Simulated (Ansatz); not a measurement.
Al₂O₃:
```
Al2O3
1.0
    2.40433     1.38814     4.37457
   -2.40433     1.38814     4.37457
    0.00000    -2.77629     4.37457
Al O
4 6
Cartesian
  0.00000   0.00000   4.62142
  0.00000   0.00000   1.94043
  0.00000   0.00000   8.50229
  0.00000   0.00000  11.18327
 -0.93206   1.38814   7.65549
 -0.73614  -1.50126   7.65549
  1.66820   0.11312   7.65549
  0.93206  -1.38814   5.46821
  0.73614   1.50126   5.46821
 -1.66820  -0.11312   5.46821
```

Relaxed with PBE.

**Question.** Decompose the optical modes at the zone centre into irreducible representations, and say which are infrared and Raman allowed.

**Answer.** Point group -3m: Γ_opt = 2A1g + 2A1u + 3A2g + 2A2u + 5Eg + 4Eu. Infrared: A2u, Eu. Raman: A1g, Eg.

**Question.** Assign frequencies (DFPT, DFT-PBE in the program Ansatz with PAW potentials; without the LO–TO term).

**Answer.** A2g 285, Eg 359, Eu 363, A2u 374, A1g 394, Eg 406, Eu 414, Eg 425, A2g 511, Eu 537, A2u 549, Eg 550, A1u 577, Eu 601, A1g 609, A1u 663, Eg 712, A2g 718 cm⁻¹.

Space group R-3c (corundum). The cell was relaxed with PBE under the symmetry of its start.

Potentials: the later of the program's two PAW sets.
